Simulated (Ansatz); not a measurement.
Clean, relaxed (110) surface of C, space group Fd-3m (No. 227) (top face towards +c; held atoms: 1, 2, 3, 4, 5, 6, 7, 8, 9, 10, 11, 12, 13, 14, 15, 16, 17, 18, 19, 20, 21, 22, 23, 24):

```
CELL_PARAMETERS angstrom
5.03020 0.00000 0.00000
0.00000 7.11378 0.00000
0.00000 0.00000 22.28775
ATOMIC_POSITIONS crystal
C 0.25000 0.50000 0.35894
C 0.25000 0.00000 0.35894
C 0.75000 0.50000 0.35894
C 0.75000 0.00000 0.35894
C 0.50000 0.62500 0.35894
C 0.50000 0.12500 0.35894
C 0.00000 0.62500 0.35894
C 0.00000 0.12500 0.35894
C 0.50000 0.75000 0.41536
C 0.50000 0.25000 0.41536
C 0.00000 0.75000 0.41536
C 0.00000 0.25000 0.41536
C 0.75000 0.87500 0.41536
C 0.75000 0.37500 0.41536
C 0.25000 0.87500 0.41536
C 0.25000 0.37500 0.41536
C 0.75000 0.00000 0.47179
C 0.75000 0.50000 0.47179
C 0.25000 0.00000 0.47179
C 0.25000 0.50000 0.47179
C 0.00000 0.12500 0.47179
C 0.00000 0.62500 0.47179
C 0.50000 0.12500 0.47179
C 0.50000 0.62500 0.47179
C 0.00000 0.25056 0.52792
C 0.00000 0.75056 0.52792
C 0.50000 0.25056 0.52792
C 0.50000 0.75056 0.52792
C 0.25000 0.37444 0.52792
C 0.25000 0.87444 0.52792
C 0.75000 0.37444 0.52792
C 0.75000 0.87444 0.52792
C 0.25000 0.50462 0.58610
C 0.25000 0.00462 0.58610
C 0.75000 0.50462 0.58610
C 0.75000 0.00462 0.58610
C 0.50000 0.62038 0.58610
C 0.50000 0.12038 0.58610
C 0.00000 0.62038 0.58610
C 0.00000 0.12038 0.58610
C 0.50000 0.76467 0.63388
C 0.50000 0.26467 0.63388
C 0.00000 0.76467 0.63388
C 0.00000 0.26467 0.63388
C 0.75000 0.86033 0.63388
C 0.75000 0.36033 0.63388
C 0.25000 0.86033 0.63388
C 0.25000 0.36033 0.63388
```

Method: Ansatz 0.2.0, DFT PBE+D3(BJ), scalar-relativistic, plane waves, PAW. Settings: cutoff 420 eV, Γ-centred mesh 3×2×1 on the computed 54-atom cell, Gaussian smearing of 0.05 eV; no spin polarisation. The cell repeats along c with a dipole correction in the vacuum.

CH3OH is put on the top face, one molecule per 35.8 Å², and relaxed from 3 starts; the cell is lengthened along c to keep the vacuum. E_ads is per molecule, from the clean relaxed slab and the free relaxed molecule; negative means bound; no zero-point or thermal terms, forces under 0.04 eV/Å, and the free molecule is spin-polarised where open-shell. Heights count from the highest slab atom. Δp counts per cell along +c.

| start | E_ads (eV) | molecule | lowest atom's height (Å) | shortest contact | Δφ top (eV) | Δp (e·Å) |
| --- | --- | --- | --- | --- | --- | --- |
| upright, lowest atom H over a top C site | -0.19 | whole | 2.71 | H–C 2.85 Å | +0.37 | -0.074 |
| upright, lowest atom H over a top C site | -0.31 | whole | 1.92 | H–C 2.23 Å | -0.20 | +0.039 |
| heteroatom down, lowest atom H over a hollow C-C-C site | -0.34 | whole | 1.82 | H–C 2.17 Å | -0.64 | +0.127 |

Each end is the local minimum that its start leads to. This ideal cut of an insulator has dangling bonds and is metallic here; real surfaces reconstruct or are passivated, and bind more weakly.

Spin polarisation was left out, and a magnetic state may lie lower.